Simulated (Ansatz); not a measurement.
A: Ge (diamond), a = b = c = 5.674 Å, α = β = γ = 90.00°
B: TiC (rock salt), a = b = c = 4.3278 Å, α = β = γ = 90.00°
C: HgTe (zinc blende), a = b = c = 6.573 Å, α = β = γ = 90.00°

Scan: energy against volume (even scaling of the relaxed cell, symmetry kept). All come from one method, each on a k mesh of its own. All were relaxed with their symmetry unable to fall. At this level the bands of HgTe touch or barely overlap. Spin-orbit coupling is left out. TiC is run without spin polarisation.

Problem. Order them by bulk modulus (fitted) (lowest first) at the level r2SCAN (plane waves to 500 eV, PAW, scalar-relativistic; Ansatz, a quantum-chemistry and plane-wave program).

Solution. C (40.0 GPa), A (70.6 GPa), B (262 GPa)

(Under strain, the slope of the energy per volume gives the stress and its curvature an elastic modulus.)
